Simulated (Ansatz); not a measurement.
Structure relaxation, FeSi

The start is a relaxed FeSi cell with every coordinate shifted by Gaussian noise of σ = 0.45 Å. The cell and all atomic positions are relaxed at zero pressure with PBEsol (plane waves to 420 eV, PAW, scalar-relativistic; Ansatz, a program for electronic structure). The first steps use a coarse 5×5×5 k-mesh.

Starting cell:
```yaml
crystal:
  lattice:
    - [4.40352, 0.00000, 0.00000]
    - [0.00000, 4.40352, 0.00000]
    - [0.00000, 0.00000, 4.40352]
  atoms:
    - { symbol: Fe, position: [0.16147, 0.16102, 0.06184] }
    - { symbol: Fe, position: [0.69509, 0.39442, 0.87109] }
    - { symbol: Fe, position: [0.73729, 0.74706, 0.48024] }
    - { symbol: Fe, position: [0.24361, 0.82336, 0.58796] }
    - { symbol: Si, position: [0.79187, 0.00817, 0.82776] }
    - { symbol: Si, position: [0.25261, 0.51095, 0.01678] }
    - { symbol: Si, position: [0.03273, 0.33822, 0.60591] }
    - { symbol: Si, position: [0.61314, 0.22377, 0.35165] }
```

```json
{
 "energy_released": "about 2.0 eV/atom",
 "relative_to_the_parent": "The parent structure is recovered, P2₁3 (No. 198)",
 "Shortest distances (start → end)": "The closest pairs of elements (up to four, under 3.6 Å), start → end: Fe–Si 1.60 → 2.26 Å; Si–Si 2.05 → 2.73 Å; Fe–Fe 2.25 → 2.70 Å",
 "optimiser_moves": "9"
}
```

Relaxed structure:

Space group P2₁3 (No. 198); a = 4.4034 Å, b = 4.4034 Å, c = 4.4034 Å, α = 90.00°, β = 90.00°, γ = 90.00°

```tsv
atom	site	symmetry	x	y	z
Fe	4a	.3.	0.1371	0.1371	0.1371
Si	4a	.3.	0.8412	0.8412	0.8412
```

Final values are on a 11×11×11 k-mesh of the relaxed cell. The start holds a very short contact (Fe–Si 1.60 Å). No spin polarisation in the result. A magnetic state may lie lower.
